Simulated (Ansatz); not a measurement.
Values for one crystal, relaxed and computed with r²SCAN (plane waves, PAW; program Ansatz); other levels are named.

```yaml
volume_per_atom: 19.06 Å³
electronic_character: metallic (no gap)
Formation energy from the elements (no fitted shifts): -0.61 eV/atom
Density of states at the Fermi level: 0.33 states/eV per atom (mean over ±0.08 eV)
```

**Question.** Which compound is it?
A) GaCo, CsCl type
B) LaGa3Cu, I4mm (La on 2a, Cu on 2a, Ga on 4b, Ga on 2a)
C) GaPt3, I4/mcm (Ga on 4b, Pt on 8h, Pt on 4a)
D) LaAl3, P6_3/mmc (La on 2c, Al on 6h)

**Answer.** B, LaGa3Cu, I4mm (La on 2a, Cu on 2a, Ga on 4b, Ga on 2a)

The workflow started from an entry of the Crystallography Open Database (COD, 293 K). Its standing as an ambient phase is unchecked. The cell was relaxed with r²SCAN under the symmetry of its start; whether a distortion lowers the energy is not shown. The run is not spin-polarised. The references are the lowest solids computed at this level, not always the standard phases. Scalar-relativistic: spin–orbit coupling is off unless named, which matters more the heavier the elements.

Potentials: the later of the program's two PAW sets.
